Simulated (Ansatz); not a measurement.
Input, command and steps of an Ansatz relaxation.

```yaml
crystal:
  lattice:
    - [2.380771935, 0.0, 0.0]
    - [-1.1903859675, 2.0618089763, 0.0]
    - [0.0, 0.0, 3.8453429042]
  atoms:
    - { symbol: Co, position: [0.3333333333, 0.6666666667, 0.25], spin: 1.8 }
    - { symbol: Co, position: [0.6666666667, 0.3333333333, 0.75], spin: 1.8 }
basis:
  ecutwfc: 420
kpoints:
  mp_grid: { grid: [18, 18, 10] }
hamiltonian:
  xc: pbesol
scf:
  occupations: { method: gaussian, width: 0.1 }
output:
  forces: true
  stress: true
  eigenvalues: true
  populations: true
magnetization:
  spin_polarized: true
relax:
  adjacent_minimum: "off"
  f_tol: 0.01
  max_steps: 30
  cell: { stress_tol: 0.1, fix: [volume] }
```

```bash
ansatz run input.yaml --threads 1 --pin off --max-ram 2560MiB --backend cpu --events-out ev --progress --plain --runs-dir out
```

Method: DFT PBEsol, scalar-relativistic, plane waves, PAW (Ansatz 0.2.0).

The volume is held at 0.91 times that of the relaxed cell.

Of 3 frames 3 are shown, positions in Å and forces in eV/Å; the SCF threshold varies from step to step. Steps run on the plane waves of an earlier cell, with a Pulay correction in the pressure. The basis is chosen afresh for the last frame, the zero of the energies, and at times for earlier ones too; energy and pressure step there, also at an unchanged geometry.

```xyz
2
Lattice="2.3808 0.0000 0.0000 -1.1904 2.0618 0.0000 0.0000 0.0000 3.8453" Properties=species:S:1:pos:R:3:forces:R:3 pbc="T T T" step=1 free_energy_over_end_meV_per_atom=0.00 pressure_GPa=29.20
Co    0.0000    1.3745    0.9613    0.0000    0.0000    0.0000
Co    1.1904    0.6873    2.8840    0.0000    0.0000    0.0000
2
Lattice="2.3809 0.0000 0.0000 -1.1905 2.0619 0.0000 0.0000 0.0000 3.8449" Properties=species:S:1:pos:R:3:forces:R:3 pbc="T T T" step=2 free_energy_over_end_meV_per_atom=0.00 pressure_GPa=29.20
Co    0.0000    1.3746    0.9612    0.0000    0.0000    0.0000
Co    1.1905    0.6873    2.8837    0.0000    0.0000    0.0000
2
Lattice="2.3809 0.0000 0.0000 -1.1905 2.0619 0.0000 0.0000 0.0000 3.8449" Properties=species:S:1:pos:R:3:forces:R:3 pbc="T T T" step=3 free_energy_over_end_meV_per_atom=0.00 pressure_GPa=29.20
Co    0.0000    1.3746    0.9612    0.0000    0.0000    0.0000
Co    1.1905    0.6873    2.8837    0.0000    0.0000    0.0000
```

The run took 35 s on 1 thread of Arm Neoverse V2 (shared host), peak memory 0.43 GiB.